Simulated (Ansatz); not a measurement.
ReW (CsCl type, space group No. 221), a = 3.1182 Å, b = 3.1182 Å, c = 3.1182 Å, α = 90.00°, β = 90.00°, γ = 90.00°.

Relaxed with PBEsol.

Task: Decompose the optical modes at the zone centre into irreducible representations, and say which are infrared and Raman allowed.

Result: Point group m-3m: Γ_opt = T1u. Infrared: T1u. Raman: none.

Task: Assign frequencies (DFPT, PBEsol in the plane-wave PAW code Ansatz).

Result: T1u 88 cm⁻¹.

Space group Pm-3m (CsCl type). The cell is a constructed one: a structure type filled with these elements; neither database checked (COD, Materials Project) lists it. Its standing as an ambient phase is unchecked. The PBEsol relaxation kept the symmetry of its start; whether a distortion lowers the energy is not shown. No spin polarisation was allowed. As this level gives no gap, phonon frequencies hold no LO–TO term and depend on the k-mesh and smearing (Fermi–Dirac, 0.1 eV here). Spin–orbit coupling is left out wherever it is not named.

Potentials: the later of the program's two PAW sets.
